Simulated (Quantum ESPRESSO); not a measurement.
# Ti2NbO5F3: finding a planted mistake in a log

A calculation, not a measurement. The program is pw.x of Quantum ESPRESSO 7.5 (plane-wave density functional theory). The cell is made up: 11 atoms on a fluorite lattice with one site empty, with randomly drawn elements, strain and displacements, not relaxed. PseudoDojo standard norm-conserving files (v0.5 for PBE, v0.4.1 for LDA and PBEsol) set the functional; there is no spin polarisation, spin-orbit coupling or dispersion term, and the masses in the input are unused placeholders.

Intended input:

```
&control calculation='scf', pseudo_dir='./dojo.nc.sr.pbe.v0_5.standard.upf', outdir='./o', disk_io='medium', tprnfor=.true., tstress=.true. /
&system ibrav=0, nat=11, ntyp=4, nbnd=50, ecutwfc=84.00895049, nosym=.true., tot_charge=0,
 occupations='smearing', smearing='fd', degauss=0.0018374661
/
&electrons conv_thr=7.350e-09, electron_maxstep=60, /
ATOMIC_SPECIES
F 1.0 F.upf
Nb 1.0 Nb.upf
O 1.0 O.upf
Ti 1.0 Ti.upf
CELL_PARAMETERS angstrom
4.9077 -0.0116 0.0948
-0.0116 4.85 -0.0555
0.0948 -0.0555 5.0289
ATOMIC_POSITIONS angstrom
Ti 0.0713 2.5131 2.4192
Nb 2.4499 -0.0453 2.4376
Ti 2.5397 2.5038 0.0211
O 1.2798 1.1422 1.2242
O 1.3058 0.9646 3.7496
O 1.2835 3.448 1.2567
F 1.5204 3.5423 3.657
O 3.6964 1.2432 1.3524
F 3.6277 1.1911 3.8387
F 3.6433 3.5926 1.1109
O 3.829 3.5757 3.8625
K_POINTS automatic
5 5 4 1 1 1
```

The log is shortened where brackets say so; the opening notice, blank lines, dates and the lines on written files are dropped, and the path of the files is cut. It prints rydbergs, bohrs and kilobars, and counts compression as positive stress. Where no state is partly filled, the Fermi energy that it prints is only some level between the filled and the empty states on the mesh, and need not lie in the true gap.

Log of the intended run:

```
     Program PWSCF v.7.5
     Parallel version (MPI & OpenMP), running on       1 processor cores
     Number of MPI processes:                 1
     Threads/MPI process:                     1
     [start-up lines left out]
     bravais-lattice index     =            0
     lattice parameter (alat)  =       9.2760  a.u.
     unit-cell volume          =     807.3731 (a.u.)^3
     number of atoms/cell      =           11
     number of atomic types    =            4
     number of electrons       =        88.00
     number of Kohn-Sham states=           50
     kinetic-energy cutoff     =      84.0090  Ry
     charge density cutoff     =     336.0358  Ry
     scf convergence threshold =      7.3E-09
     mixing beta               =       0.7000
     number of iterations used =            8  plain     mixing
     Exchange-correlation= PBE
                           (   1   4   3   4   0   0   0)
     [axes and pseudopotential details left out]
   Cartesian axes
     site n.     atom                  positions (alat units)
         1        Ti     tau(   1) = (   0.0145254   0.5119759   0.4928464  )
         2        Nb     tau(   2) = (   0.4991006  -0.0092286   0.4965949  )
         3        Ti     tau(   3) = (   0.5173950   0.5100813   0.0042986  )
         4        O      tau(   4) = (   0.2607245   0.2326923   0.2493975  )
         5        O      tau(   5) = (   0.2660213   0.1965111   0.7638792  )
         6        O      tau(   6) = (   0.2614783   0.7024364   0.2560185  )
         7        F      tau(   7) = (   0.3097402   0.7216475   0.7450145  )
         8        O      tau(   8) = (   0.7530412   0.2532683   0.2755148  )
         9        F      tau(   9) = (   0.7390454   0.2426543   0.7820310  )
        10        F      tau(  10) = (   0.7422235   0.7318948   0.2263157  )
        11        O      tau(  11) = (   0.7800548   0.7284518   0.7868796  )
     number of k points=    50  Fermi-Dirac smearing, width (Ry)=  0.0018
                       cart. coord. in units 2pi/alat
        k(    1) = (   0.0979189   0.1028311   0.1212995), wk =   0.0400000
        k(    2) = (   0.0932095   0.1056136   0.3654400), wk =   0.0400000
     [further k points left out]
     Dense  grid:    83897 G-vectors     FFT dimensions: (  60,  54,  60)
     Estimated max dynamical RAM per process >     127.73 MB
     Initial potential from superposition of free atoms
     starting charge      87.9945, renormalised to      88.0000
     Starting wfcs are   62 randomized atomic wfcs
     total cpu time spent up to now is       18.8 secs
     per-process dynamical memory:    80.9 Mb
     Self-consistent Calculation
     iteration #  1     ecut=    84.01 Ry     beta= 0.70
     Davidson diagonalization with overlap
     ethr =  1.00E-02,  avg # of iterations =  2.0
     total cpu time spent up to now is       49.9 secs
     total energy              =    -672.57624801 Ry
     estimated scf accuracy    <       5.98736812 Ry
     iteration #  2     ecut=    84.01 Ry     beta= 0.70
     Davidson diagonalization with overlap
     ethr =  6.80E-03,  avg # of iterations =  8.5
     total cpu time spent up to now is      117.3 secs
     total energy              =    -664.73357053 Ry
     estimated scf accuracy    <      98.60354693 Ry
     [iterations 3 to 23 left out]
     iteration # 24     ecut=    84.01 Ry     beta= 0.70
     Davidson diagonalization with overlap
     ethr =  1.02E-11,  avg # of iterations =  8.0
     total cpu time spent up to now is      953.6 secs
     total energy              =    -675.96323156 Ry
     estimated scf accuracy    <       0.00000002 Ry
     iteration # 25     ecut=    84.01 Ry     beta= 0.70
     Davidson diagonalization with overlap
     ethr =  1.02E-11,  avg # of iterations =  2.0
     total cpu time spent up to now is      977.7 secs
     End of self-consistent calculation
     [lines on levels left out]
     the Fermi energy is     9.6130 ev
!    total energy              =    -675.96323156 Ry
     estimated scf accuracy    <          3.9E-09 Ry
     smearing contrib. (-TS)   =      -0.00000001 Ry
     internal energy E=F+TS    =    -675.96323155 Ry
     The total energy is F=E-TS. E is the sum of the following terms:
     one-electron contribution =    -234.15834061 Ry
     hartree contribution      =     163.50057684 Ry
     xc contribution           =    -135.51699607 Ry
     ewald contribution        =    -469.78847172 Ry
     convergence has been achieved in  25 iterations
     Forces acting on atoms (cartesian axes, Ry/au):
     atom    1 type  4   force =     0.01102228   -0.11568783   -0.01174875
     atom    2 type  2   force =    -0.10464194    0.23232197   -0.01528319
     atom    3 type  4   force =    -0.02262132   -0.11390903    0.00133899
     atom    4 type  3   force =     0.04272638   -0.02957350    0.04168489
     atom    5 type  3   force =     0.02165255    0.05403019   -0.07812041
     atom    6 type  3   force =     0.00951355    0.03361173    0.03287935
     atom    7 type  1   force =    -0.04708788   -0.07242834    0.03226111
     atom    8 type  3   force =    -0.00743380    0.03835560    0.05812697
     atom    9 type  1   force =     0.02872198   -0.00820056   -0.00813031
     atom   10 type  1   force =     0.05565766    0.03121050    0.05473859
     atom   11 type  3   force =     0.01249055   -0.04973072   -0.10774724
     Total force =     0.379728     Total SCF correction =     0.000163
     Computing stress (Cartesian axis) and pressure
          total   stress  (Ry/bohr**3)                   (kbar)     P=      -42.76
  -0.00011693   0.00034282   0.00019994          -17.20       50.43       29.41
   0.00034282   0.00001772   0.00016006           50.43        2.61       23.55
   0.00019994   0.00016006  -0.00077283           29.41       23.55     -113.69
     init_run     :     16.50s CPU     18.62s WALL (       1 calls)
     electrons    :    895.46s CPU    958.91s WALL (       1 calls)
     forces       :      4.58s CPU      4.62s WALL (       1 calls)
     stress       :     17.00s CPU     17.06s WALL (       1 calls)
     [timing details left out]
     PWSCF        :  15m33.79s CPU  16m39.62s WALL
     JOB DONE.
```

A second run was made from an input with one planted mistake. Its log:

```
     Program PWSCF v.7.5
     Parallel version (MPI & OpenMP), running on       1 processor cores
     Number of MPI processes:                 1
     Threads/MPI process:                     1
     [start-up lines left out]
     bravais-lattice index     =            0
     lattice parameter (alat)  =       9.2760  a.u.
     unit-cell volume          =     807.3731 (a.u.)^3
     number of atoms/cell      =           11
     number of atomic types    =            4
     number of electrons       =        88.00
     number of Kohn-Sham states=           50
     kinetic-energy cutoff     =      84.0090  Ry
     charge density cutoff     =     336.0358  Ry
     scf convergence threshold =      7.3E-09
     mixing beta               =       0.7000
     number of iterations used =            8  plain     mixing
     Exchange-correlation= PBE
                           (   1   4   3   4   0   0   0)
     [axes and pseudopotential details left out]
   Cartesian axes
     site n.     atom                  positions (alat units)
         1        Ti     tau(   1) = (   0.0145254   0.5119759   0.4928464  )
         2        Nb     tau(   2) = (   0.4991006  -0.0092286   0.4965949  )
         3        Ti     tau(   3) = (   0.5173950   0.5100813   0.0042986  )
         4        O      tau(   4) = (   0.2607245   0.2326923   0.2493975  )
         5        O      tau(   5) = (   0.2660213   0.1965111   0.7638792  )
         6        O      tau(   6) = (   0.2614783   0.7024364   0.2560185  )
         7        F      tau(   7) = (   0.3097402   0.7216475   0.7450145  )
         8        O      tau(   8) = (   0.7530412   0.2532683   0.2755148  )
         9        F      tau(   9) = (   0.7390454   0.2426543   0.7820310  )
        10        F      tau(  10) = (   0.7422235   0.7318948   0.2263157  )
        11        O      tau(  11) = (   0.7800548   0.7284518   0.7868796  )
     number of k points=     1  Fermi-Dirac smearing, width (Ry)=  0.0018
                       cart. coord. in units 2pi/alat
        k(    1) = (  -0.4919492  -0.5127643  -0.4844273), wk =   2.0000000
     Dense  grid:    83897 G-vectors     FFT dimensions: (  60,  54,  60)
     Estimated max dynamical RAM per process >     127.73 MB
     Initial potential from superposition of free atoms
     starting charge      87.9945, renormalised to      88.0000
     Starting wfcs are   62 randomized atomic wfcs
     total cpu time spent up to now is        1.2 secs
     per-process dynamical memory:    80.9 Mb
     Self-consistent Calculation
     iteration #  1     ecut=    84.01 Ry     beta= 0.70
     Davidson diagonalization with overlap
     ethr =  1.00E-02,  avg # of iterations =  2.0
     total cpu time spent up to now is        1.8 secs
     total energy              =    -673.03674782 Ry
     estimated scf accuracy    <       5.64540564 Ry
     iteration #  2     ecut=    84.01 Ry     beta= 0.70
     Davidson diagonalization with overlap
     ethr =  6.42E-03,  avg # of iterations =  8.0
     total cpu time spent up to now is        2.8 secs
     total energy              =    -665.41696358 Ry
     estimated scf accuracy    <      89.26377986 Ry
     [iterations 3 to 21 left out]
     iteration # 22     ecut=    84.01 Ry     beta= 0.70
     Davidson diagonalization with overlap
     ethr =  1.26E-11,  avg # of iterations =  2.0
     total cpu time spent up to now is       15.0 secs
     total energy              =    -676.16047073 Ry
     estimated scf accuracy    <          9.0E-09 Ry
     iteration # 23     ecut=    84.01 Ry     beta= 0.70
     Davidson diagonalization with overlap
     ethr =  1.02E-11,  avg # of iterations =  5.0
     total cpu time spent up to now is       15.6 secs
     End of self-consistent calculation
     [lines on levels left out]
     the Fermi energy is     8.5362 ev
!    total energy              =    -676.16047073 Ry
     estimated scf accuracy    <          1.0E-09 Ry
     smearing contrib. (-TS)   =      -0.00000000 Ry
     internal energy E=F+TS    =    -676.16047073 Ry
     The total energy is F=E-TS. E is the sum of the following terms:
     one-electron contribution =    -233.02504077 Ry
     hartree contribution      =     161.85398517 Ry
     xc contribution           =    -135.20094340 Ry
     ewald contribution        =    -469.78847172 Ry
     convergence has been achieved in  23 iterations
     Forces acting on atoms (cartesian axes, Ry/au):
     atom    1 type  4   force =     0.00944837   -0.09825689   -0.02404273
     atom    2 type  2   force =    -0.13022592    0.23434103   -0.04802934
     atom    3 type  4   force =    -0.00757572   -0.10368092    0.00714993
     atom    4 type  3   force =     0.04336332   -0.03842303    0.06762806
     atom    5 type  3   force =     0.02997831    0.06747252   -0.06076243
     atom    6 type  3   force =     0.01167794    0.03571555    0.01788807
     atom    7 type  1   force =    -0.06383387   -0.07914310    0.04323345
     atom    8 type  3   force =    -0.01068256    0.02820786    0.03944205
     atom    9 type  1   force =     0.03826778   -0.02038503   -0.01117649
     atom   10 type  1   force =     0.07526416    0.02154330    0.06616922
     atom   11 type  3   force =     0.00431818   -0.04739130   -0.09749979
     Total force =     0.391309     Total SCF correction =     0.000099
     Computing stress (Cartesian axis) and pressure
          total   stress  (Ry/bohr**3)                   (kbar)     P=      -92.25
  -0.00041770   0.00043862   0.00013983          -61.45       64.52       20.57
   0.00043862  -0.00037797   0.00018627           64.52      -55.60       27.40
   0.00013983   0.00018627  -0.00108564           20.57       27.40     -159.70
     init_run     :      1.14s CPU      1.18s WALL (       1 calls)
     electrons    :     13.84s CPU     14.39s WALL (       1 calls)
     forces       :      0.23s CPU      0.23s WALL (       1 calls)
     stress       :      0.54s CPU      0.58s WALL (       1 calls)
     [timing details left out]
     PWSCF        :     15.80s CPU     16.46s WALL
     JOB DONE.
```

Question: what was wrong in the second input?

Answer: the k-point mesh is too coarse. The input lines that differ, file-writing options aside:

```
- 5 5 4 1 1 1
+ 1 1 1 1 1 1
```

```
                                            intended run  run with the mistake
                          free energy (eV)     -9196.948             -9199.632
                    smearing term -TS (eV)        0.0000                0.0000
                            pressure (GPa)         -4.28                 -9.23
            largest force component (eV/Å)         5.973                 6.025
largest change of a force component (eV/Å)                               0.842
                                iterations            25                    23
```

For scale, a rerun of the intended cell at a cutoff of 1467 eV and k mesh 7 x 7 x 6 moved values by no more than 0.003 eV in energy, 0.06 GPa in stress and 0.004 eV/Å in force.